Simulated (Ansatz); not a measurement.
Starting cell, MgB₂ (space group P6/mmm):

```xyz
6
Lattice="6.1485 0.0000 0.0000 -1.5371 2.6624 0.0000 3.0743 0.0000 3.5275" Properties=species:S:1:pos:R:3 pbc="T T T"
Mg     0.0000     0.0000     0.0000
Mg     3.0743     0.0000     0.0000
B      1.5371     0.8875     1.7638
B      4.6114     0.8875     1.7638
B      6.1485     1.7749     1.7638
B      3.0743     1.7749     1.7638
```

A phonon eigenvector at L = (0.5, 0.0, 0.5) is frozen into this cell: atom i moves by Q times the vector below, so Q is the largest atomic displacement, in Å. The cell is held. (q is in reciprocal vectors of the primitive cell; the cell shown is doubled to hold the pattern.)

```
atom       x       y      z
----  ------  ------  -----
B3     0.866   0.500  0.000
B4    -0.866  -0.500  0.000
B5    -0.866  -0.500  0.000
B6     0.866   0.500  0.000
```

Atoms not listed stay in place.

Computed with PBE (plane waves to 420 eV, PAW, scalar-relativistic; Ansatz, an electronic-structure program). k mesh 17×17×17 (Γ-centred), Fermi-Dirac smearing 0.05 eV. With partly filled bands, energies and forces of such displacements shift with the k mesh and the smearing. MgB2 was relaxed with its symmetry unable to fall. 

| Q (Å) | −dE/dQ from forces (eV/Å) |
|---|---|
| -0.280 | 18.414 |
| -0.233 | 16.929 |
| -0.187 | 14.582 |
| -0.140 | 11.601 |
| -0.093 | 8.096 |
| -0.047 | 4.164 |
| 0.000 | 0.000 |
| 0.047 | -4.164 |
| 0.093 | -8.096 |
| 0.140 | -11.601 |
| 0.187 | -14.582 |
| 0.233 | -16.929 |
| 0.280 | -18.414 |

**Question.** What harmonic wavenumber does the curvature at Q = 0 give?

**Answer.** 753 cm⁻¹. E″ = 90.06 eV/Å², M = Σ mᵢ|uᵢ|² = 43.2 u, ν̃ = 521.5·√(|E″|/M).

(A displaced cell: forces are minus the slopes of the energy, force constants its curvatures, and phonons follow from these.)
